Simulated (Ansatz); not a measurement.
Fields on a plane of Os (fcc, Cu type)

```yaml
crystal:
  lattice:
    - [0.00000, 1.90125, 1.90125]
    - [1.90125, 0.00000, 1.90125]
    - [1.90125, 1.90125, 0.00000]
  atoms:
    - { symbol: Os, position: [0.00000, 0.00000, 0.00000] }
```

The slice is a {111} plane (indices of the conventional cell) through the point (0.000, 0.000, 0.000) (fractional), spanned by u = [100] and v = [-1 2 0] in vectors of this cell: u (2.69 Å) and v (4.66 Å, at 90° to u). It covers one period; positions are fractions (u, v).

Atoms on it: Os at (0.00, 0.00); Os at (0.50, 0.50).

Level of theory: LDA (plane waves to 420 eV, PAW, scalar-relativistic; Ansatz, a quantum-chemistry and plane-wave program). k mesh 21×21×21. Inside the PAW spheres the values are not all-electron values, and peaks at nuclei hang on which shells count as valence. Os is run without spin polarisation. Os was relaxed with its symmetry unable to fall. Spin-orbit coupling is left out, though Os is heavy. This is one of several known forms of Os; the measured ambient cells at hand have space group No. 194.

```
|xxxxxxxxxxxx  ==**==  xxxxxxxxxx|
|xxxxxxxxxxxx  ++##++  xxxxxxxxxx|
|xxxxxxxxxxxx::##%%##::xxxxxxxxxx|
|xxxxxxxxxx  **%%@@%%**  xxxxxxxx|
|xxxxxxxx  ==##@@@@@@##==  xxxxxx|
|xx    ..==**##%%%%%%##**==..    |
|====++******++======++******++==|
|%%%%##**==..    xx    ..==**##%%|
|@@@@##==  xxxxxxxxxxxxxx  ==##@@|
|@@%%**  xxxxxxxxxxxxxxxxxx  **%%|
|%%##::xxxxxxxxxxxxxxxxxxxxxx::##|
|##++  xxxxxxxxxxxxxxxxxxxxxx  ++|
|**==  xxxxxxxxxxxxxxxxxxxxxx  ==|
|**==  xxxxxxxxxxxxxxxxxxxxxx  ==|
|**==  xxxxxxxxxxxxxxxxxxxxxx  ==|
|##++  xxxxxxxxxxxxxxxxxxxxxx  ++|
|%%##::xxxxxxxxxxxxxxxxxxxxxx::##|
|@@%%**  xxxxxxxxxxxxxxxxxx  **%%|
|@@@@##==  xxxxxxxxxxxxxx  ==##@@|
|%%%%##**==..    xx    ..==**##%%|
|====++******++======++******++==|
|xx    ..==**##%%%%%%##**==..    |
|xxxxxxxx  ==##@@@@@@##==  xxxxxx|
|xxxxxxxxxx  **%%@@%%**  xxxxxxxx|
|xxxxxxxxxxxx::##%%##::xxxxxxxxxx|
|xxxxxxxxxxxx  ++##++  xxxxxxxxxx|
|xxxxxxxxxxxx  ==**==  xxxxxxxxxx|
|xxxxxxxxxxxx  ==**==  xxxxxxxxxx|
```
Scale: ten equal steps from 4.00 (start of ' ') to 12.60 (end of '@'), in the order ' .:-=+*#%@'. Values: electrostatic potential energy of an electron, from the cell's mean, in eV. The map has 16 points along u (two characters each, u = 0 at the left) and 28 along v (v = 0 in the bottom row). Points within 1 Å of a nucleus are blanked (x), as the pseudised field means little there. Values under 4 eV are set to 4. The zero, the cell's mean, hangs on the PAW cores.

```
|xxx97301210379xx|
|xxx96201210269xx|
|x997300121003799|
|8864100121001468|
|3321001222100123|
|0000122111221000|
|0012221000122210|
|1122100000001221|
|2210012333210012|
|2100146888641001|
|21003799x9973001|
|210269xxxxx96201|
|210379xxxxx97301|
|210389xxxxx98301|
|210379xxxxx97301|
|210269xxxxx96201|
|21003799x9973001|
|2100146888641001|
|2210012333210012|
|1122100000001221|
|0012221000122210|
|0000122111221000|
|3321001222100123|
|8864100121001468|
|x997300121003799|
|xxx96201210269xx|
|xxx97301210379xx|
|xxx98301210389xx|
```
Scale: ten equal steps from 0.27 (start of '0') to 0.69 (end of '9'), in the order '0123456789'. Values: electron localisation function (ELF). The map has 16 points along u (one character each, u = 0 at the left) and 28 along v (v = 0 in the bottom row). Points within 0.5 Å of a nucleus are blanked (x), as the pseudised field means little there.

The density on the Os–Os line (2.69 Å) at its midpoint is 0.48 e/Å³ and the ELF at that point is 0.39.
